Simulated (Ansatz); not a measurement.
InSb (zinc blende)

```
InSb
1.0
    0.00000     3.27863     3.27863
    3.27863     0.00000     3.27863
    3.27863     3.27863     0.00000
Sb In
1 1
Direct
  0.75000   0.75000   0.75000
  0.00000   0.00000   0.00000
```

Equation-of-state scan: isotropic scaling of the cell above, V₀ being its volume. Symmetry pins the atoms to their sites.

Method: r2SCAN (plane waves to 500 eV, PAW, scalar-relativistic; Ansatz, a program for electronic structure). k mesh 12×12×12 (Γ-centred), Fermi-Dirac smearing 0.05 eV. Stress and pressure are positive under compression. At this level the bands of InSb touch or barely overlap; measurements give the solid a gap. InSb was relaxed with its symmetry unable to fall. Spin-orbit coupling is left out, though Sb is heavy. The PAW data are Ansatz's earlier set.

At one point of the scan the stress tensor (GPa) is:

```
   -3.4      0.0      0.0
    0.0     -3.4      0.0
    0.0      0.0     -3.4
```

### Question
Which point is it?
A) V/V₀ = 1.133
B) V/V₀ = 1.027
C) V/V₀ = 1.107
D) V/V₀ = 1.053

### Answer
C, V/V₀ = 1.107

(Under strain, the slope of the energy per volume gives the stress and its curvature an elastic modulus.)
